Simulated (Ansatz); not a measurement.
Here is an unrelaxed guess for ZnC.

```cif
data_structure
_symmetry_space_group_name_H-M 'Pmmn:1'
_symmetry_Int_Tables_number 59
_cell_length_a 2.6905
_cell_length_b 3.8581
_cell_length_c 5.8762
_cell_angle_alpha 90.000
_cell_angle_beta 90.000
_cell_angle_gamma 90.000
_cell_volume 61.00
loop_
_atom_site_label
_atom_site_type_symbol
_atom_site_symmetry_multiplicity
_atom_site_Wyckoff_symbol
_atom_site_fract_x
_atom_site_fract_y
_atom_site_fract_z
_atom_site_occupancy
Zn1 Zn 2 b 0.00000 0.50000 0.42437 1
C1 C 2 b 0.00000 0.50000 0.72066 1
```

Level of theory: DFT PBE, scalar-relativistic, plane waves, PAW (Ansatz 0.2.0). Settings: cutoff 420 eV, Γ-centred mesh 6×4×4 on the computed 4-atom cell, Gaussian smearing of 0.10 eV; no spin polarisation.

Energies over the elements count from the elements' standard structures at the same level, with no fitted energy shifts.

Question: What does a single point on this coarse mesh give?

Answer: The pressure is 13.6 GPa (the mean over three directions, positive in compression), the largest force is 6.57 eV/Å, and the energy is +2.79 eV/atom against the elements. The shortest distance is 1.74 Å.

Question: How much does it gain on relaxing, and where does it end?

Answer: Relaxing gains about 1.1 eV/atom (the start's value is from the coarse mesh, so the gain is rough) in 29 ionic steps and ends at +1.64 eV/atom on the finer mesh. The symmetry goes from Pmmn (No. 59) to Fm-3m (No. 225), and the primitive cell from 4 to 2 atoms. The end has the rock salt type. The volume per atom shrinks by 30.6 %, from 15.2 to 10.6 Å³. The shortest distance goes from 1.74 Å (Zn–C) to 2.20 Å (Zn–C). Conventional cell: a = 4.390 Å. Zn has 6 C at 2.20 Å; C has 6 Zn at 2.20 Å.

The last run used a 24×24×24 mesh for its 2-atom cell and Gaussian smearing of 0.10 eV. The reference form of C is held partly by dispersion forces, which this level lacks. The relaxation can't lower the symmetry of the start. A structure relaxed within its symmetry needn't be a true minimum.
